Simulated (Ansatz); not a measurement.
Put ZrSi6 in P6/mmm (No. 191): Zr on 1a; Si on 6l.

Theory: DFT PBE, scalar-relativistic, plane waves, PAW in Ansatz 0.2.0. Cutoff 420 eV, Γ-centred mesh, Gaussian smearing, no spin polarisation.

The zero of energy is the elements' standard structures at the same level; no fitted shifts are applied.

**Question.** Which cell and coordinates does it relax to?

**Answer.**

Space group P6/mmm (No. 191). a = 7.171 Å, b = 7.171 Å, c = 2.709 Å, α = 90.00°, β = 90.00°, γ = 120.00°
```csv
atom,site,symmetry,x,y,z
Zr,1a,6/mmm,0.0000,0.0000,0.0000
Si,6l,mm2,0.2184,0.7816,0.0000
```

Zr has 2 Zr at 2.71 Å and 6 Si at 2.71 Å; Si is surrounded by 2 Si at 2.47 Å, 4 Si at 2.71 Å and 1 Zr at 2.71 Å. Another local minimum with the same sites may exist.

**Question.** And its energy and gap?

**Answer.** The energy over the elements is +0.36 eV/atom and the gap on the 6×6×14 mesh of the 7-atom cell is 0 eV (a metal). A positive value: parting into the elements would lower its energy.

The last run used Gaussian smearing of 0.10 eV. Symmetry constrained the relaxation, so the result can be a saddle point.
